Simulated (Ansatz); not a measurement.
GaAs (zinc blende, F-43m), plane-wave PAW r²SCAN (Ansatz code). The conduction-band minimum lies at Γ, with 1 equivalent valley. Second derivatives d²E/dk² of the lowest band at one valley (eV·Å²), along Cartesian directions:

```tsv
direction	d²E/dk²
[100]	148.9
[010]	148.9
[001]	148.9
[110]	148.5
[101]	148.5
[011]	148.5
```

Task: Find the principal effective masses, the density-of-states mass and the conductivity mass.

Result: Off-diagonal terms follow from H_xy = H[110] − (H_xx + H_yy)/2, and m*/mₑ = 7.620 eV·Å² over each eigenvalue: 0.051, 0.051, 0.051. One valley's DOS mass (m₁m₂m₃)^(1/3) = 0.051, conductivity mass 3/(Σ 1/mᵢ) = 0.051 mₑ.

Task: What effective density of states Nc follows at 300 K for parabolic valleys?

Result: Nc = 2.509e19 × 1 × (0.051)^(3/2) ≈ 2.9e17 cm⁻³.

The cell was relaxed with r²SCAN under the symmetry of its start. Scalar-relativistic: spin–orbit coupling is off unless named, which matters more the heavier the elements.

Potentials: the later of the program's two PAW sets.

Edges and masses are those of Kohn–Sham bands, whose gap is no quasiparticle gap.
